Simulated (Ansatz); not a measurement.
An Ansatz (a program for electronic structure) run. Input:

Ansatz 0.2 input:
```yaml
crystal:
  lattice:
    - [0.0, 2.9533131109, 2.9533131109]
    - [2.9533131109, 0.0, 2.9533131109]
    - [2.9533131109, 2.9533131109, 0.0]
  atoms:
    - { symbol: P, position: [0.75, 0.75, 0.75] }
    - { symbol: In, position: [0.0, 0.0, 0.0] }
kpoints:
  mp_grid: { grid: [8, 8, 8] }
hamiltonian:
  xc: r2scan
  pseudopotentials: { kind: paw }
scf:
  occupations: { method: fixed }
elastic: { mode: relaxed_ion, stencil: two_point, amplitude: 0.005, f_tol: 0.0005 }
output: { polarization: {} }
```

Output (shortened):

```
Pseudopotential: P, paw, valence charge 5
Pseudopotential: In, paw, valence charge 13
Functional definition: r2SCAN
Crystal: 2 atoms, lattice volume = 51.518 Å³
Basis set: ecut = 500 eV, 1291 PW (Γ), exchange–correlation on 128×128×128 points (64 copies of the dense FFT grid, shifted against one another)
Bands: 13, of which v1, the nominal top of the filled ones, is band 9 counted from 1 (8 counted from 0)
Symmetry: 24 space group operations
Space group: F-43m (ITA 216), of the structure as read, at distance tolerance 3.7e-5 Å
k-points: 29 of 512 (time reversal used)
SCF 1 converged in 10 iterations: F = -6371.738032 eV  dr2 = 3.90e-15
Crystal: 2 atoms, lattice volume = 51.518 Å³
SCF 2 converged in 2 iterations: F = -6371.738032 eV  dr2 = 2.18e-16
Crystal: 2 atoms, lattice volume = 51.260 Å³
Symmetry: 8 space group operations
k-points: 59 of 512 (time reversal used)
SCF 3 converged in 9 iterations: F = -6371.737626 eV  dr2 = 1.48e-14
Crystal: 2 atoms, lattice volume = 51.776 Å³
Basis set: ecut = 500 eV, 1355 PW (Γ), exchange–correlation on 128×128×128 points (64 copies of the dense FFT grid, shifted against one another)
SCF 4 converged in 9 iterations: F = -6371.737648 eV  dr2 = 1.06e-14
Crystal: 2 atoms, lattice volume = 51.518 Å³
Basis set: ecut = 500 eV, 1319 PW (Γ), exchange–correlation on 128×128×128 points (64 copies of the dense FFT grid, shifted against one another)
Symmetry: 4 space group operations
k-points: 95 of 512 (time reversal used)
SCF 5 converged in 9 iterations: F = -6371.737752 eV  dr2 = 4.93e-14
relax step   1: F+E_penalty+E_count = -6371.73775249 eV  Δ(F+E_penalty+E_count) = +0.000e0 eV  max|allowed force component| = 3.841e-2 eV/Å  Δτ_max = 0.0000 Å  (9 SCF iters, accepted)
Crystal: 2 atoms, lattice volume = 51.518 Å³
SCF 6 converged in 9 iterations: F = -6371.737846 eV  dr2 = 1.23e-14
relax step   2: F+E_penalty+E_count = -6371.73784555 eV  Δ(F+E_penalty+E_count) = -9.306e-5 eV  max|allowed force component| = 3.451e-3 eV/Å  Δτ_max = 0.0027 Å  (9 SCF iters, accepted)
Crystal: 2 atoms, lattice volume = 51.518 Å³
SCF 7 converged in 8 iterations: F = -6371.737846 eV  dr2 = 3.15e-14
relax step   3: F+E_penalty+E_count = -6371.73784631 eV  Δ(F+E_penalty+E_count) = -7.575e-7 eV  max|allowed force component| = 1.746e-7 eV/Å  Δτ_max = 0.0002 Å  (8 SCF iters, accepted)
Crystal: 2 atoms, lattice volume = 51.518 Å³
SCF 8 converged in 2 iterations: F = -6371.737846 eV  dr2 = 4.36e-15
Crystal: 2 atoms, lattice volume = 51.518 Å³
SCF 9 converged in 9 iterations: F = -6371.737752 eV  dr2 = 5.07e-14
relax step   1: F+E_penalty+E_count = -6371.73775249 eV  Δ(F+E_penalty+E_count) = +0.000e0 eV  max|allowed force component| = 3.841e-2 eV/Å  Δτ_max = 0.0000 Å  (9 SCF iters, accepted)
Crystal: 2 atoms, lattice volume = 51.518 Å³
SCF 10 converged in 9 iterations: F = -6371.737846 eV  dr2 = 8.73e-15
relax step   2: F+E_penalty+E_count = -6371.73784555 eV  Δ(F+E_penalty+E_count) = -9.306e-5 eV  max|allowed force component| = 3.451e-3 eV/Å  Δτ_max = 0.0027 Å  (9 SCF iters, accepted)
Crystal: 2 atoms, lattice volume = 51.518 Å³
SCF 11 converged in 8 iterations: F = -6371.737846 eV  dr2 = 2.36e-14
relax step   3: F+E_penalty+E_count = -6371.73784631 eV  Δ(F+E_penalty+E_count) = -7.575e-7 eV  max|allowed force component| = 1.777e-7 eV/Å  Δτ_max = 0.0002 Å  (8 SCF iters, accepted)
Crystal: 2 atoms, lattice volume = 51.518 Å³
SCF 12 converged in 2 iterations: F = -6371.737846 eV  dr2 = 3.15e-15
WARN: elastic: the piezoelectric tensor has entries that are no larger than their own uncertainty from the finite density of the strings, so this run does not …
SCF converged after 2 iterations
Free energy (F): -6371.738032 eV
Harris-Foulkes:  -6371.738032 eV  (|F-HF|=3.64e-12)
Internal energy: -6371.738032 eV  (E = F + TS)
E sigma→0 (E₀):  -6371.738032 eV
Fermi energy:    6.524927 eV
--- Per-component energies (eV) ---
  E_band       = -65.972023
  E_kinetic    = 312.667636
  E_local      = -1413.699759  (includes V_loc(G=0)·N_el)
  E_nonlocal   = 401.510579
  E_hartree    = 558.328808
  E_xc         = -258.759632
  E_vxc        = -170.902689  (∫ρ·V_xc dr)
  E_paw        = -4761.381551  (= ΣΔE_a)
  E_vpaw       = -322.417292  (= ΣTr[D̂ρ^β])
  E_aug_tail   = 0.000008  (compensation charges beyond the density's cutoff)
  E_vtau       = 10.211879  (kinetic-family band-sum trace: ∫τ·v_τ [+ j·A + Jᵃ·Aᵃ] dr)
  E_ewald      = -1211.278824
  E_core_change = 0.874704  (= ΣΔE_core)
  E_smearing   =  0.000000  (= −TS)
  E_closure    =  0.000000  (closes the sum)
  Σ components = -6371.738032   (vs F -6371.738032, Δ=0.00e0)
--- Forces (eV/Å), atoms counted from 1 ---
  atom   1  P      0.00000000     0.00000000     0.00000000
  atom   2  In     0.00000000     0.00000000     0.00000000
  max |Σ_I F_I| component: 5.55e-17 eV/Å
--- Stress (GPa, compression-positive) ---
        0.006417       0.000000       0.000000
        0.000000       0.006417       0.000000
        0.000000       0.000000       0.006417
  P = ⅓ Tr σ = 0.0064 GPa (0.064 kbar)
--- Band table (eV; the first three rows and the last of 29) ---
  k-point 0: bands = ["-8.1377", "-8.1377", "-8.1377", "-7.9816", "-7.9816", "-5.3122", "6.5249", "6.5249", "6.5249", "7.5540", "10.9510", "10.9510", "10.9510"]
  k-point 1: bands = ["-8.1568", "-8.1303", "-8.1303", "-7.9814", "-7.9814", "-5.1313", "5.0280", "6.3409", "6.3409", "8.4630", "11.0999", "11.2307", "11.2307"]
  k-point 2: bands = ["-8.2003", "-8.1144", "-8.1144", "-7.9788", "-7.9788", "-4.6281", "3.0859", "5.9698", "5.9698", "8.6250", "11.6578", "11.6578", "12.2048"]
  k-point 28: bands = ["-8.2927", "-8.0761", "-8.0415", "-8.0011", "-7.9664", "-2.8648", "0.9100", "3.5633", "3.6285", "11.0957", "11.2130", "12.4997", "13.0994"]
--- Elastic constants: 2 strain directions × 2 members + reference (group order 24) ---
  dense FFT box of the reference and of every strained cell: 32×32×32
  strains applied: 11, 23; error gains: componentwise 1.00 (the most a stress slope's error grows in a printed constant), spectral 1.73 (1 for all six strains …
  C = ∂σ_k/∂η_j (tension-positive GPa; Voigt order 11 22 33 23 13 12):
        98.116     53.551     53.551      0.000      0.000      0.000
        53.551     98.116     53.551      0.000      0.000      0.000
        53.551     53.551     98.116      0.000      0.000      0.000
         0.000      0.000      0.000     45.887      0.000      0.000
         0.000      0.000      0.000      0.000     45.887      0.000
         0.000      0.000      0.000      0.000      0.000     45.887
  reference stress σ⁰ (GPa):     -0.006     -0.006     -0.006      0.000      0.000      0.000
  moduli (Voigt/Reuss/Hill, GPa): K = 68.41/68.41/68.41   G = 36.44/32.23/34.34   E = 88.25   ν = 0.285
  mechanically stable: yes (min eigenvalue of sym C = 44.56 GPa)
  e, the proper piezoelectric tensor (elastic.mode: relaxed_ion; C/m²; rows x y z; Voigt order 11 22 33 23 13 12):
       0.00000    0.00000    0.00000    0.00373    0.00000    0.00000
       0.00000    0.00000    0.00000    0.00000    0.00373    0.00000
       0.00000    0.00000    0.00000    0.00000    0.00000    0.00373
  ±, each entry's uncertainty from the finite density of the strings (C/m²), an estimate: the size of the correction for it that the entry includes:
       0.00000    0.00000    0.00000    0.00724    0.00000    0.00000
       0.00000    0.00000    0.00000    0.00000    0.00724    0.00000
       0.00000    0.00000    0.00000    0.00000    0.00000    0.00724
  NOT RESOLVED BY THE STRINGS, being no larger than its uncertainty from them: e14 = 3.7e-3 ± 7.2e-3 C/m², e25 = 3.7e-3 ± 7.2e-3 C/m², e36 = 3.7e-3 ± 7.2e-3 C/m² (raise kpoints.mp_grid, or output.polarization.string_points where it is set)
  strain η (Voigt 11):  stress-route row diagonal C_11 = 98.12 GPa, energy-path curvature d²(F+E_count+ΔE)/dδ²/Ω₀ = 98.12 GPa
         δ    σ_11 (GPa)             F (eV)   n_scf  n_hpsi   n_pw
    -5.000e-3      -0.4995       -6371.7376260       9   17848   1318   relax 0 steps, max|allowed force component| 1.11e-16 eV/Å
     5.000e-3       0.4816       -6371.7376484       9   17666   1355   relax 0 steps, max|allowed force component| 1.11e-16 eV/Å
  strain η (Voigt 23):  stress-route row diagonal C_44 = 45.89 GPa, energy-path curvature d²(F+E_count+ΔE)/dδ²/Ω₀ = 45.89 GPa
         δ    σ_23 (GPa)             F (eV)   n_scf  n_hpsi   n_pw
    -5.000e-3      -0.2294       -6371.7378463       2   12616   1327   relax 3 steps, max|allowed force component| 1.75e-7 eV/Å
     5.000e-3       0.2294       -6371.7378463       2   12598   1327   relax 3 steps, max|allowed force component| 1.78e-7 eV/Å
--- Formal polarisation (Berry phase): one branch of a lattice of values; only differences between neighbouring runs are physical ---
  axis  mesh            electronic          ionic      p = total  spread (rad)  least overlap  resolved gap  δp at fixed H ≤   (phases in cycles; p mod 1 …
  b1    8×8×8           0.00000000     3.75000000     3.75000000      0.311683         0.7981        1.0291           5.5e-6
  b2    8×8×8           0.00000000     3.75000000     3.75000000      0.311683         0.7981        1.0291           5.5e-6
  b3    8×8×8           0.00000000     3.75000000     3.75000000      0.311683         0.7981        1.0291           5.5e-6
  quantum along a1:   0.08107109 e/Å² =   129.890207 µC/cm²
  quantum along a2:   0.08107109 e/Å² =   129.890207 µC/cm²
  quantum along a3:   0.08107109 e/Å² =   129.890207 µC/cm²
  P = (  0.42994438,   0.42994438,   0.42994438) e/Å² = (  688.846847,   688.846847,   688.846847) µC/cm²  (mod the quanta)
```

Cost: about 2.6 core-minutes (a rough figure) on shared cores.

Symmetry was held in the r²SCAN relaxation; of distortions, only those at the zone centre were tested. Spin–orbit coupling is left out wherever it is not named.

Potentials: the later of the program's two PAW sets.

Ansatz is a plane-wave DFT program.
